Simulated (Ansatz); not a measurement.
Bi (omega (AlB2-type)): energy against volume

These are results of DFT, LDA (PW92), plane waves (420 eV) with PAW, scalar-relativistic in Ansatz, not measurements. The PAW files were generated under PBE, with cores re-solved for the functional.

The cell is scaled uniformly from the relaxed one, with fractional coordinates and shape fixed. Energies are extrapolated to zero smearing, pressures are those at the given smearing. Magnetic state: spin not included.

A Birch-Murnaghan fit gives V₀ = 29.55 Å³/atom, B₀ = 63 GPa, B₀′ = 4.8.

(1) What are the energy above the minimum and the pressure at 27.295 Å³/atom?

(2) What are the energy above the minimum and the pressure at 30.856 Å³/atom?

(3) What are the energy above the minimum and the pressure at 33.229 Å³/atom?

Results:

(1) 39.4 meV/atom and 6.14 GPa as computed.

(2) 10.4 meV/atom and -2.34 GPa as computed.

(3) 71.7 meV/atom and -5.48 GPa as computed.
